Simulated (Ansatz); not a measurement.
Question: Name crystals whose computed values (DFT-PBE in the program Ansatz with PAW potentials) fall in these windows: gap (eV) 2.1 to 2.6; B₀ by P(V) fit (GPa) 74 to 90.

Answer: 

```tsv
crystal	gap (eV)	B₀ by P(V) fit (GPa)
MnF2, rutile	2.24	81.2
```
Others may fit too.

Spin orders computed, not proven ground states: MnF2, rutile antiferromagnetic. The cell was relaxed under the symmetry of its start. No Hubbard U is applied.

Potentials: the later of the program's two PAW sets.
